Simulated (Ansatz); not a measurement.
Polymorphs of MoRu, each relaxed with r²SCAN (plane waves, PAW; program Ansatz):

A: L1₀ or tetragonal B2 (P4/mmm)
a = 2.765 Å, b = 2.765 Å, c = 3.816 Å, α = 90.00°, β = 90.00°, γ = 90.00°

```csv
atom,site,symmetry,x,y,z
Ru,1a,4/mmm,0.0000,0.0000,0.0000
Mo,1d,4/mmm,0.5000,0.5000,0.5000
```

B: rock salt (Fm-3m)
a = 5.0717 Å, b = 5.0717 Å, c = 5.0717 Å, α = 90.00°, β = 90.00°, γ = 90.00°

| atom | site | symmetry | x | y | z |
|---|---|---|---|---|---|
| Ru | 4a | m-3m | 0.0000 | 0.0000 | 0.0000 |
| Mo | 4b | m-3m | 0.5000 | 0.5000 | 0.5000 |

Problem. Rank these by energy per atom at 0 K (lowest first), as r²SCAN gives it.

Solution. A (+0 meV/atom), B (+821 meV/atom)

Typed or built starts, not in the databases checked: A; B. Unstable at this level: B. All cells were relaxed under the symmetry of their starts (and spin orders); stability against distortions was not tested throughout. Rows with no word on spin ran without spin polarisation. Spin–orbit coupling is left out wherever it is not named.

Energies hold the estimated change up to a 700 eV cutoff; steps of a few meV lie near the error of the meshes.

Potentials: the earlier of the program's two PAW sets.
